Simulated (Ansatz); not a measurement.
**Calculated with Ansatz: ZnAu, vacancy hop by nudged elastic band**

Input:

```yaml
crystal:
  lattice:
    - [6.264644, 0.0, 0.0]
    - [0.0, 6.264644, 0.0]
    - [0.0, 0.0, 6.264644]
  atoms:
    - { symbol: Au, position: [0.00338976, -0.00321537, -0.00215915] }
    - { symbol: Zn, position: [0.24806698, 0.25456928, 0.24563504] }
    - { symbol: Au, position: [-0.0005916, 0.00609629, 0.49926625] }
    - { symbol: Zn, position: [0.24659001, 0.25227763, 0.75472888] }
    - { symbol: Au, position: [0.00144235, 0.50142034, 0.0026202] }
    - { symbol: Zn, position: [0.25048222, 0.74553288, 0.25560017] }
    - { symbol: Au, position: [-0.00318393, 0.49514681, 0.49716069] }
    - { symbol: Zn, position: [0.25046899, 0.7446798, 0.7462359] }
    - { symbol: Au, position: [0.50580178, -0.00237893, 0.00179527] }
    - { symbol: Zn, position: [0.74579657, 0.25419272, 0.2487912] }
    - { symbol: Au, position: [0.50361003, 0.00206345, 0.50188938] }
    - { symbol: Zn, position: [0.7508267, 0.24376348, 0.75176213] }
    - { symbol: Au, position: [0.49493519, 0.4955043, -0.00029938] }
    - { symbol: Zn, position: [0.75312682, 0.75074925, 0.24484868] }
    - { symbol: Zn, position: [0.75290612, 0.75241287, 0.75760581] }
kpoints:
  mp_grid: { grid: [2, 2, 2] }
magnetization:
  spin_polarized: false
scf:
  occupations: { method: gaussian, width: 0.1 }
hamiltonian:
  pseudopotentials: { kind: paw }
  xc: pbe
basis:
  ecutwfc: 420
neb:
  images: 3
  relax_end_points: true
  climbing: true
  f_tol: 0.1
  max_iterations: 40
  order_check: false
  final_atoms:
    - { symbol: Au, position: [0.00338976, -0.00321537, -0.00215915] }
    - { symbol: Zn, position: [0.24806698, 0.25456928, 0.24563504] }
    - { symbol: Au, position: [-0.0005916, 0.00609629, 0.49926625] }
    - { symbol: Zn, position: [0.24659001, 0.25227763, 0.75472888] }
    - { symbol: Au, position: [0.00144235, 0.50142034, 0.0026202] }
    - { symbol: Zn, position: [0.25048222, 0.74553288, 0.25560017] }
    - { symbol: Au, position: [-0.00318393, 0.49514681, 0.49716069] }
    - { symbol: Zn, position: [0.25046899, 0.7446798, 0.7462359] }
    - { symbol: Au, position: [0.50580178, -0.00237893, 0.00179527] }
    - { symbol: Zn, position: [0.74579657, 0.25419272, 0.2487912] }
    - { symbol: Au, position: [0.50361003, 0.00206345, 0.50188938] }
    - { symbol: Zn, position: [0.7508267, 0.24376348, 0.75176213] }
    - { symbol: Au, position: [0.50336875, 0.499437, 0.49815891] }
    - { symbol: Zn, position: [0.75312682, 0.75074925, 0.24484868] }
    - { symbol: Zn, position: [0.75290612, 0.75241287, 0.75760581] }
```

The command:

```bash
ansatz run input.yaml --threads 4 --pin off --max-ram 8192MiB --backend cpu --events-out ev --progress --plain --runs-dir out
```

Origin of the cell: a database entry, scaled a little.

The cell is 2×2×2 cells of ZnAu with one Au taken out; atom 13 (Au) hops into the empty site, 3.12 Å away before the end points are relaxed. All atoms were shaken by about 0.02 Å first.

Output (shortened):

```
SCF iter   1: F=—  HF=-118600.818153 eV  Δρ=3.94e-3  dr2=4.52e-2  defer=7
SCF iter   2: F=—  HF=-118600.821138 eV  Δρ=4.07e-3  dr2=4.36e-2  defer=34
SCF iter   3: F=—  HF=-118600.810974 eV  Δρ=1.08e-3  dr2=3.03e-3  defer=34
[… 3 lines left out …]
SCF iter   7: F=—  HF=-118600.810114 eV  Δρ=1.71e-5  dr2=1.48e-6  defer=34
SCF iter   8: F=—  HF=-118600.810114 eV  Δρ=9.42e-6  dr2=3.18e-7  defer=34
SCF iter   9: F=-118600.810114 eV  HF=-118600.810114 eV  Δρ=3.27e-6  dr2=4.70e-8
NEB iter   1: max|band force component| = 4.501e0 eV/Å  barrier→ = 4.4416 eV  barrier← = 4.4407 eV  Δτ_max = 0.2000 Å  (54 SCF iters)
NEB iter   2: max|band force component| = 1.161e0 eV/Å  barrier→ = 1.5248 eV  barrier← = 1.5239 eV  Δτ_max = 0.1200 Å  (30 SCF iters)
NEB iter   3: max|band force component| = 4.637e-1 eV/Å  barrier→ = 1.0127 eV  barrier← = 1.0118 eV  CI = image 2  Δτ_max = 0.0717 Å  (29 SCF iters)
NEB iter   4: max|band force component| = 3.471e-1 eV/Å  barrier→ = 0.9314 eV  barrier← = 0.9305 eV  CI = image 2  Δτ_max = 0.0248 Å  (28 SCF iters)
NEB iter   5: max|band force component| = 1.043e-1 eV/Å  barrier→ = 0.9247 eV  barrier← = 0.9238 eV  CI = image 2  Δτ_max = 0.0173 Å  (23 SCF iters)
NEB iter   6: max|band force component| = 1.105e-2 eV/Å  barrier→ = 0.9237 eV  barrier← = 0.9228 eV  CI = image 2  Δτ_max = 0.0000 Å  (21 SCF iters)
--- NEB band (5 images, 6 band iterations, 185 SCF iterations, 52 more in tests of the images' electronic states and relaxations of end points) ---
  forward barrier  = 0.923653 eV
  backward barrier = 0.922784 eV
  lagrangian_above_aufbau_ev (what the smearing adds, to first order; not taken off the barriers): saddle image -0.021082 eV, end points -0.040359 and -0.039451 eV
  climbing image's point = of an order that was not read
  energies are F+E_penalty+E_count in eV, relative to image 0
  image     s (Å)  Δ vs image 0  max|band force component| (eV/Å)
      0    0.0000      0.000000                                 —
      1    0.9179      0.282555                          1.073e-2
  *   2    1.8359      0.923653                          9.971e-3
      3    2.7520      0.284082                          1.105e-2
      4    3.6680      0.000869                                 —
```

The converged band:

```tsv
image	path over all atoms (Å)	ΔF (eV)	Au x	y	z (Å)
0	0.00	0.000	3.13	3.13	0.00
1	0.92	0.283	3.13	3.13	0.66
2	1.84	0.924	3.14	3.13	1.57
3	2.75	0.284	3.14	3.13	2.47
4	3.67	0.001	3.15	3.13	3.14
```

Relaxed start, forces in eV/Å:

```xyz
15
Lattice="6.265 0.000 0.000 0.000 6.265 0.000 0.000 0.000 6.265" Properties=species:S:1:pos:R:3:forces:R:3 pbc="T T T" image=0
Au    0.004   -0.004    0.003   -0.001    0.000    0.000
Zn    1.618    1.613    1.617    0.002    0.002    0.001
Au    0.001   -0.002    3.130    0.002   -0.001    0.002
Zn    1.614    1.611    4.653    0.002    0.002   -0.002
Au    0.004    3.133    0.004   -0.001   -0.001   -0.001
Zn    1.621    4.642    1.626    0.000    0.000    0.000
Au   -0.003    3.127    3.135    0.002    0.001    0.000
Zn    1.625    4.638    4.639   -0.001    0.000    0.001
Au    3.129   -0.005    0.003   -0.001    0.001   -0.001
Zn    4.642    1.621    1.622    0.001   -0.001    0.002
Au    3.136   -0.001    3.135    0.000    0.001    0.000
Zn    4.652    1.611    4.654   -0.002    0.001   -0.003
Au    3.133    3.130   -0.001    0.000   -0.001    0.001
Zn    4.651    4.646    1.615   -0.002   -0.003    0.002
Zn    4.653    4.650    4.655   -0.002   -0.002   -0.002
```

Highest image (2), forces in eV/Å:

```xyz
15
Lattice="6.265 0.000 0.000 0.000 6.265 0.000 0.000 0.000 6.265" Properties=species:S:1:pos:R:3:forces:R:3 pbc="T T T" image=2
Au    0.008   -0.004   -0.220    0.001   -0.001   -0.008
Zn    1.380    1.373    1.568   -0.008   -0.007    0.001
Au    0.000    0.003    3.356    0.000    0.000    0.006
Zn    1.763    1.757    4.700   -0.004   -0.003   -0.001
Au    0.009    3.132   -0.029    0.000   -0.002   -0.006
Zn    1.376    4.888    1.575   -0.005    0.006   -0.001
Au   -0.004    3.128    3.165    0.002   -0.001    0.006
Zn    1.761    4.503    4.691   -0.004    0.003    0.001
Au    3.132   -0.010   -0.029    0.001    0.003   -0.006
Zn    4.892    1.372    1.562    0.010   -0.009    0.000
Au    3.138    0.000    3.165    0.001    0.001    0.006
Zn    4.509    1.755    4.708    0.002   -0.003    0.001
Au    3.137    3.132    1.568   -0.004    0.002    0.000
Zn    4.895    4.889    1.567    0.006    0.008    0.001
Zn    4.510    4.504    4.702    0.003    0.004   -0.001
```

Relaxed end, forces in eV/Å:

```xyz
15
Lattice="6.265 0.000 0.000 0.000 6.265 0.000 0.000 0.000 6.265" Properties=species:S:1:pos:R:3:forces:R:3 pbc="T T T" image=4
Au    0.019   -0.007   -0.002   -0.005    0.011    0.006
Zn    1.632    1.629    1.509   -0.004   -0.009    0.007
Au    0.004    0.006    3.131    0.003   -0.009    0.004
Zn    1.628    1.631    4.759   -0.002   -0.013   -0.008
Au    0.006    3.134    0.000   -0.002    0.005    0.007
Zn    1.608    4.653    1.545   -0.001    0.009   -0.008
Au   -0.010    3.122    3.132    0.007   -0.002    0.005
Zn    1.626    4.635    4.738   -0.006    0.013    0.009
Au    3.127   -0.009    0.004   -0.015    0.000   -0.003
Zn    4.642    1.617    1.500    0.013   -0.004    0.008
Au    3.138    0.006    3.139   -0.003   -0.008   -0.015
Zn    4.665    1.594    4.751    0.004    0.012   -0.007
Au    3.150    3.129    3.135    0.002   -0.004   -0.005
Zn    4.651    4.647    1.508    0.001    0.001    0.012
Zn    4.645    4.648    4.763    0.008   -0.002   -0.013
```

Barrier of this path: 0.92 eV forwards, 0.92 eV backwards, after 6 band iterations.

Caveats: no moments, though an odd count or open d shells may carry them; no spin-orbit coupling, though heavy elements are present; the k mesh is coarse if the cell is a metal; a small cell with a neutral vacancy and no spin, whose shape can make like sites unlike; the cell is held at a rescaled volume, and strain moves barriers; the hop was drawn among near neighbours and need not be the easiest path; few images and a loose tolerance, and neither the top nor the ends were tested for their order.

The run took 2.7 min on 4 threads of Arm Neoverse V1, on a shared host, peak memory 1.6 GiB, from the program's own first density.
